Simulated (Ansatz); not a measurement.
From the elastic tensor of Al$_{5}$Co$_{2}$Ni$_{3}$ to moduli and sound speeds

Level of theory: DFT PBE, scalar-relativistic, plane waves, PAW in Ansatz. Plane waves to 420 eV; Γ-centred k mesh 14×14×4; Fermi-Dirac smearing of 0.15 eV. No spin polarisation.

Space group P4/mmm (No. 123), tetragonal, a = 2.871 Å, c = 14.474 Å. Al on a site of symmetry 4mm is surrounded by 8 Ni at 2.50–2.51 Å and 6 Al at 2.87–2.93 Å; Al on a second site of symmetry 4mm has 4 Co at 2.47 Å, 4 Ni at 2.50 Å and 6 Al at 2.84–2.93 Å; around Al on a site of symmetry 4/mmm lie 8 Co at 2.48 Å and 6 Al at 2.84–2.87 Å; Co is surrounded by 8 Al at 2.47–2.48 Å, 5 Co at 2.86–2.87 Å and 1 Ni at 2.87 Å; Ni on a site of symmetry 4mm is surrounded by 8 Al at 2.50–2.51 Å, 5 Ni at 2.87–2.93 Å and 1 Co at 2.87 Å; Ni on a site of symmetry 4/mmm has 8 Al at 2.50 Å and 6 Ni at 2.87–2.93 Å.

It was reached by relaxing an invented guess, and it needn't be the stable form of this composition. In a metal, frequencies and elastic constants depend on the k mesh and the smearing, soft modes and shear constants most.

Relaxed-ion constants (GPa, on the Cartesian axes of the calculation):
C11 = 225.2, C12 = 133.2, C13 = 138.4, C22 = 225.2, C23 = 138.4, C33 = 217.2, C44 = 125.8, C55 = 125.8, C66 = 124.8 GPa; the others vanish.

Density 5.970 g/cm³; 10 atoms in 119.29 Å³.

With S = C⁻¹: B_V = (C11+C22+C33+2(C12+C13+C23))/9, G_V = (C11+C22+C33−C12−C13−C23+3(C44+C55+C66))/15, 1/B_R = S11+S22+S33+2(S12+S13+S23), 15/G_R = 4(S11+S22+S33−S12−S13−S23)+3(S44+S55+S66); Hill is their mean. Then v_l = √((B+4G/3)/ρ), v_t = √(G/ρ), v_m = [(2/v_t³+1/v_l³)/3]^(−1/3) and Θ = (ħ/k_B)·v_m·(6π²n/V)^(1/3) for n atoms in the volume V; E = 9BG/(3B+G), ν = (3B−2G)/(2(3B+G)) and A^U = 5G_V/G_R + B_V/B_R − 6.

```
Bulk modulus, Voigt / Reuss / Hill          : 165.3 / 165.3 / 165.3 GPa
Shear modulus, Voigt / Reuss / Hill         : 92.5 / 70.7 / 81.6 GPa
Young's modulus                             : 210 GPa
Poisson ratio                               : 0.288
Pugh ratio B/G                              : 2.03 (over 1.75, the rule of thumb for ductile)
Universal anisotropy index                  : 1.54
Longitudinal and transverse sound speeds    : 6776 and 3697 m/s
Debye temperature from the mean sound speed : 537 K
```
